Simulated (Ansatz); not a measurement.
In2Ni21B6 in space group Fm-3m (No. 225; Pearson symbol cF116), r²SCAN in the plane-wave PAW code Ansatz, all energies at zero smearing, with the estimated change up to a 700 eV cutoff added, with one set of potentials and settings (totals compare only within such a set). Cell of 29 atoms (2 In, 21 Ni, 6 B): -134921.516 eV.

| element | reference phase | E (eV/atom) |
|---|---|---|
| In | I4/mmm, 1 atoms in the cell | -5611.8204 |
| Ni | Fm-3m, 1 atoms in the cell, spin-polarised | -5845.2912 |
| B | R-3m, 12 atoms in the cell | -156.5544 |

Formation energy per atom, worked out: (-134921.516 − 2×(-5611.8204) − 21×(-5845.2912) − 6×(-156.5544))/29 = -0.256 eV/atom (-25 kJ per mol of atoms), at 0 K, without zero-point energy or fitted corrections.

The first step of the workflow began from a Materials Project structure, measured or hypothetical; the Crystallography Open Database files this formula in space group No. 225, but the cells were not matched. Whether it is the stable phase at ambient conditions was not checked. Symmetry was held in the r²SCAN relaxation; whether a distortion lowers the energy is not shown. The final state is ferromagnetic, the only order run, not a proven ground state. Other orbital occupations within this spin state were not tried. The references are the lowest solids computed at this level, not always the standard phases.

Potentials: the later of the program's two PAW sets.
